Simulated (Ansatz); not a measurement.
Method: PBE, no spin polarisation; PAW, plane waves to 420 eV, 8×8×6 Γ-centred mesh, fermi-dirac occupations (width 0.1 eV) (Ansatz 0.2.0), atoms fixed.

Computed maps in the lattice plane spanned by a (left to right, 4.03 Å, 12 points from zero) and c (bottom to top, 5.88 Å, 18 points from zero), 90° apart, at height 0.764 along b. The fields are smooth PAW ones with compensation charges, not the true ones near nuclei.

Valence density. Digits on a logarithmic scale: 0 up to 0.03 e/Å³, each further digit a factor of 1.6, 9 from 1.3 e/Å³ up:
```
999963100147
798752000135
565431000023
344321000012
344321000012
565431000023
798752000135
999963100147
999974100247
999964211247
799754344345
666644566545
566545687645
566545687645
666644566545
799754344345
999964211247
999974100247
```

ELF. Ten even steps from '0' (0.01) to '9' (0.85):
```
988984100159
899852000026
344310000002
000000000000
000000000000
344310000002
899852000026
988984100159
945995000169
978983000038
788730011014
233210255101
222210488301
222210488301
233210255101
788730011014
978983000038
945995000169
```

Question: The cell is CaAuO$_{2}$. Which atoms lie within 0.2 Å of this plane, and where (fractions of a and c)?

Answer: O at (0.12, 0.00), O at (0.12, 0.50). The whole cell:
```yaml
crystal:
  lattice:
    - [4.02875, 0.00000, 0.00000]
    - [2.01438, -5.88087, 0.00000]
    - [0.00000, 0.00000, -5.87932]
  atoms:
    - { symbol: Ca, position: [0.31200, 0.37600, 0.75000] }
    - { symbol: Ca, position: [0.68800, 0.62400, 0.25000] }
    - { symbol: Au, position: [0.98400, 0.03200, 0.75000] }
    - { symbol: Au, position: [0.01600, 0.96800, 0.25000] }
    - { symbol: O, position: [0.11800, 0.76400, 0.00000] }
    - { symbol: O, position: [0.88200, 0.23600, 0.50000] }
    - { symbol: O, position: [0.88200, 0.23600, 0.00000] }
    - { symbol: O, position: [0.11800, 0.76400, 0.50000] }
```

Origin: a known structure type with other elements, at an estimated volume, so it need not be a known compound. Caveats: many states at the Fermi level without spin polarisation, so a magnetic state may lie lower; atoms or cell far from equilibrium.
